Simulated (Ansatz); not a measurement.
Input, command and steps of an Ansatz relaxation.

```yaml
crystal:
  lattice:
    - [1.3577034818, 0.7838704707, 5.2568223745]
    - [-1.3577034818, 0.7838704707, 5.2568223745]
    - [0.0, -1.5677409413, 5.2568223745]
  atoms:
    - { symbol: Mo, position: [0.0, 0.0, 0.0], spin: 0.53 }
    - { symbol: F, position: [0.7484, 0.7484, 0.7484] }
    - { symbol: F, position: [0.5849, 0.5849, 0.5849] }
basis:
  ecutwfc: 420
kpoints:
  mp_grid: { grid: [6, 6, 6] }
hamiltonian:
  xc: pbe
scf:
  occupations: { method: gaussian, width: 0.1 }
  lower_state_search: "off"
output:
  forces: true
  stress: true
  eigenvalues: true
  populations: true
magnetization:
  spin_polarized: true
relax:
  adjacent_minimum: "off"
  f_tol: 0.04
  max_steps: 70
  cell: { stress_tol: 0.4 }
```

```bash
ansatz run input.yaml --threads 1 --pin off --max-ram 2560MiB --backend cpu --events-out ev --progress --plain --runs-dir out
```

Method: DFT PBE, scalar-relativistic, plane waves, PAW (Ansatz 0.2.0).

Of 12 frames 10 are shown, positions in Å and forces in eV/Å; the SCF threshold varies from step to step. Steps run on the plane waves of an earlier cell, with a Pulay correction in the pressure. The basis is chosen afresh for the last frame, the zero of the energies, and at times for earlier ones too; energy and pressure step there, also at an unchanged geometry. Here that happened at steps 6 (-12 meV/atom, 1.6 GPa), 9 (-4 meV/atom, 0.2 GPa); the frames before carry an error of that size.

```xyz
3
Lattice="1.3577 0.7839 5.2568 -1.3577 0.7839 5.2568 0.0000 -1.5677 5.2568" Properties=species:S:1:pos:R:3:forces:R:3 pbc="T T T" step=1 free_energy_over_end_meV_per_atom=529.25 pressure_GPa=55.31
Mo    0.0000    0.0000    0.0000    0.0000    0.0000   -0.0054
F     0.0000    0.0000   11.8026    0.0000    0.0000    5.6583
F     0.0000    0.0000    9.2241    0.0000    0.0000   -5.6529
3
Lattice="1.3987 0.8075 5.4772 -1.3987 0.8075 5.4772 0.0000 -1.6151 5.4772" Properties=species:S:1:pos:R:3:forces:R:3 pbc="T T T" step=2 free_energy_over_end_meV_per_atom=58.63 pressure_GPa=8.18
Mo    0.0000    0.0000    0.0000    0.0000    0.0000   -0.0066
F     0.0000    0.0000   12.4160    0.0000    0.0000    1.2511
F     0.0000    0.0000    9.4923    0.0000    0.0000   -1.2446
3
Lattice="1.3661 0.7887 5.6508 -1.3661 0.7887 5.6508 0.0000 -1.5774 5.6508" Properties=species:S:1:pos:R:3:forces:R:3 pbc="T T T" step=3 free_energy_over_end_meV_per_atom=21.56 pressure_GPa=2.99
Mo    0.0000    0.0000   -0.0001    0.0000    0.0000   -0.0010
F     0.0000    0.0000   12.8785    0.0000    0.0000    0.0422
F     0.0000    0.0000    9.7243    0.0000    0.0000   -0.0413
3
Lattice="1.3825 0.7982 5.6294 -1.3825 0.7982 5.6294 0.0000 -1.5963 5.6294" Properties=species:S:1:pos:R:3:forces:R:3 pbc="T T T" step=5 free_energy_over_end_meV_per_atom=19.10 pressure_GPa=0.03
Mo    0.0000    0.0000   -0.0002    0.0000    0.0000   -0.0003
F     0.0000    0.0000   12.8246    0.0000    0.0000    0.0115
F     0.0000    0.0000    9.6928    0.0000    0.0000   -0.0112
3
Lattice="1.3825 0.7982 5.6294 -1.3825 0.7982 5.6294 0.0000 -1.5963 5.6294" Properties=species:S:1:pos:R:3:forces:R:3 pbc="T T T" step=6 free_energy_over_end_meV_per_atom=7.35 pressure_GPa=1.68
Mo    0.0000    0.0000   -0.0002    0.0000    0.0000   -0.0001
F     0.0000    0.0000   12.8246    0.0000    0.0000    0.0080
F     0.0000    0.0000    9.6928    0.0000    0.0000   -0.0079
3
Lattice="1.3834 0.7987 5.7813 -1.3834 0.7987 5.7813 0.0000 -1.5974 5.7813" Properties=species:S:1:pos:R:3:forces:R:3 pbc="T T T" step=7 free_energy_over_end_meV_per_atom=5.10 pressure_GPa=0.89
Mo    0.0000    0.0000   -0.0002    0.0000    0.0000   -0.0002
F     0.0000    0.0000   13.1302    0.0000    0.0000    0.0121
F     0.0000    0.0000    9.9945    0.0000    0.0000   -0.0119
3
Lattice="1.3857 0.8000 5.8907 -1.3857 0.8000 5.8907 0.0000 -1.6001 5.8907" Properties=species:S:1:pos:R:3:forces:R:3 pbc="T T T" step=8 free_energy_over_end_meV_per_atom=5.64 pressure_GPa=0.13
Mo    0.0000    0.0000   -0.0002    0.0000    0.0000   -0.0002
F     0.0000    0.0000   13.3491    0.0000    0.0000    0.0019
F     0.0000    0.0000   10.2132    0.0000    0.0000   -0.0018
3
Lattice="1.3855 0.7999 5.9998 -1.3855 0.7999 5.9998 0.0000 -1.5999 5.9998" Properties=species:S:1:pos:R:3:forces:R:3 pbc="T T T" step=10 free_energy_over_end_meV_per_atom=1.50 pressure_GPa=0.24
Mo    0.0000    0.0000   -0.0002    0.0000    0.0000    0.0000
F     0.0000    0.0000   13.5675    0.0000    0.0000    0.0138
F     0.0000    0.0000   10.4315    0.0000    0.0000   -0.0138
3
Lattice="1.3854 0.7999 6.0614 -1.3854 0.7999 6.0614 0.0000 -1.5998 6.0614" Properties=species:S:1:pos:R:3:forces:R:3 pbc="T T T" step=11 free_energy_over_end_meV_per_atom=1.95 pressure_GPa=-0.06
Mo    0.0000    0.0000   -0.0002    0.0000    0.0000    0.0000
F     0.0000    0.0000   13.6931    0.0000    0.0000   -0.0132
F     0.0000    0.0000   10.5519    0.0000    0.0000    0.0132
3
Lattice="1.3854 0.7999 6.0614 -1.3854 0.7999 6.0614 0.0000 -1.5998 6.0614" Properties=species:S:1:pos:R:3:forces:R:3 pbc="T T T" step=12 free_energy_over_end_meV_per_atom=0.00 pressure_GPa=0.03
Mo    0.0000    0.0000   -0.0002    0.0000    0.0000    0.0000
F     0.0000    0.0000   13.6931    0.0000    0.0000   -0.0136
F     0.0000    0.0000   10.5519    0.0000    0.0000    0.0136
```

The start puts this composition into another compound's structure type, which needn't suit it. At the end the space group is R3m (tolerance 0.05 Å).

Time: 34 s on 1 thread of Intel(R) Xeon(R) 6975P-C (Granite Rapids) (shared host), peak memory 0.4 GiB.

The k mesh is coarse. The cell holds layers, and where no dispersion correction was added their binding is poorly described.